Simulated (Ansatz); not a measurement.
# Structure relaxation, TaRu

The start is a randomly generated symmetric cell of TaRu (space group No. 42). Cell shape, volume and atoms are optimised at zero target pressure with PBEsol (plane waves to 420 eV, PAW, scalar-relativistic; Ansatz, a program for electronic structure). The first steps use a coarse 12×12×12 k-mesh.

Initial structure:
```yaml
crystal:
  lattice:
    - [0.00000, 2.61340, 3.55968]
    - [1.86814, 0.00000, 3.55968]
    - [1.86814, 2.61340, 0.00000]
  atoms:
    - { symbol: Ru, position: [0.52218, 0.52218, 0.47782] }
    - { symbol: Ta, position: [0.85538, 0.85538, 0.14462] }
```

### Question
Does the structure survive the relaxation? Give the final space group.

### Answer
The space group goes from Fmm2 (No. 42) to I4mm (No. 107), with 2 atoms in the primitive cell.

### Question
How does the volume per atom move from start to end?

### Answer
+6.2 %, from 17.38 to 18.45 Å³/atom.

### Question
How do the shortest distances between atoms change?

### Answer
The closest pairs of elements (up to four, under 3.6 Å), start → end: Ru–Ta 2.21 → 2.49 Å; Ru–Ru 3.21 → 3.12 Å; Ta–Ta 3.21 → 3.12 Å.

### Question
What band gap does the relaxed structure have at this level?

### Answer
Zero (metallic).

### Question
What does it relax into? Give the structure.

### Answer

```cif
data_Ru2Ta2
_chemical_formula_sum 'Ru2 Ta2'
_space_group_name_H-M_alt 'I4mm'
_space_group_IT_number 107
_space_group_name_Hall 'I 4 -2'
_cell_length_a 3.11672
_cell_length_b 3.11672
_cell_length_c 7.59878
_cell_angle_alpha 90.000
_cell_angle_beta 90.000
_cell_angle_gamma 90.000
loop_
_atom_site_label
_atom_site_type_symbol
_atom_site_symmetry_multiplicity
_atom_site_Wyckoff_symbol
_atom_site_fract_x
_atom_site_fract_y
_atom_site_fract_z
_atom_site_occupancy
Ru1 Ru 2 a 0.00000 0.00000 0.47518 1
Ta1 Ta 2 a 0.00000 0.00000 0.14725 1
```
(The calculation used a cell of 2 atoms; values per cell refer to that cell.)

Final values are on a 21×21×21 k-mesh of the relaxed cell. The start holds a very short contact (Ta–Ru 2.21 Å). No spin polarisation in the result.

The run could not lose the symmetry of its start: the end is stationary, and may be a saddle point rather than a minimum.

The relaxed structure here is a generated cell of TaRu: the first start was made by a random draw of sites in a space group, and the end was not matched to a known phase here, so it may be hypothetical.
